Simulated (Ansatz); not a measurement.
**One input, then a changed one: Nb (bcc type)**

First run: DFT, PBE, PAW with Ansatz's default frozen-core files, scalar-relativistic (Ansatz 0.2.0).

Command: `ansatz run input.yaml --threads 1 --pin off --max-ram 2048MiB --backend cpu --events-out ev --progress --plain --runs-dir out` It took 2 s on 1 thread of Arm Neoverse V1, with other jobs on the host, peak memory 0.23 GiB.

```yaml
crystal:
  lattice:
    - [-1.4690111994, 1.4690111994, 1.4690111994]
    - [1.4690111994, -1.4690111994, 1.4690111994]
    - [1.4690111994, 1.4690111994, -1.4690111994]
  atoms:
    - { symbol: Nb, position: [0.0, 0.0, 0.0] }
kpoints:
  mp_grid: { grid: [16, 16, 16] }
scf:
  occupations: { method: fermi_dirac, width: 0.05 }
hamiltonian:
  xc: pbe
  pseudopotentials: { kind: paw }
output:
  forces: true
  stress: true
  eigenvalues: true
  populations: true
```

The base cell comes from a relaxation on PAW files under the same functional, and the cell shown is scaled from it.

This run: volume at 0.7 of the series' base cell.

It converges in 6 SCF iterations at a pressure of 114.8 GPa, cutoff 420 eV.

The input is then changed:

```diff
 scf:
-  occupations: { method: fermi_dirac, width: 0.05 }
+  occupations: { method: tetrahedron }
 hamiltonian:
```

Task: Predict the outcome of the changed run.

Result: It converges in 5 SCF iterations, cutoff 420 eV, free energy +1.7 meV/atom against the first run's.
